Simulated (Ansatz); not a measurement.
## Kick test of a cell of GaHgS

It was reached by relaxing an invented guess, and it needn't be the stable form of this composition.

Level of theory: DFT PBE, scalar-relativistic, plane waves, PAW (Ansatz). Plane waves to 420 eV, a k mesh through Γ of 14×14×8 on the computed 3-atom cell and Gaussian smearing (0.10 eV); no spin polarisation.

The cell below (3 atoms, space group P4/mmm (No. 123)) is relaxed within its symmetry.

```
Ga Hg S
1.0
     3.54751    0.00000    0.00000
     0.00000    3.54751    0.00000
     0.00000    0.00000    5.86789
Ga Hg S
1 1 1
Direct
  0.50000 0.50000 0.00000
  0.50000 0.50000 0.50000
  0.00000 0.00000 0.00000
```

For the test a repeat of it with 6 atoms (edges 3.55, 3.55, 11.74 Å) was strained at random (σ = 1.5 % a component), the atoms were moved at random (σ = 0.15 Å), and all was relaxed again on a coarse 6×6×2 mesh (in the run’s order of axes) with 0.20 eV smearing, with no symmetry imposed.

These runs have no spin–orbit coupling, which can matter for Hg. An odd number of electrons in the primitive cell allows no gap without spin; a larger cell or a magnetic state could open one.

Q: Does it come back?

A: It returns, within 1 meV/atom of the unmoved cell on that mesh and with the same symmetry when read at 0.1 Å (P2_1/m at 0.01 Å, so small strains and shifts remain). So it is stable against the distortions that fit this cell and that this random move excites. Modes that don't fit the cell aren't tested.
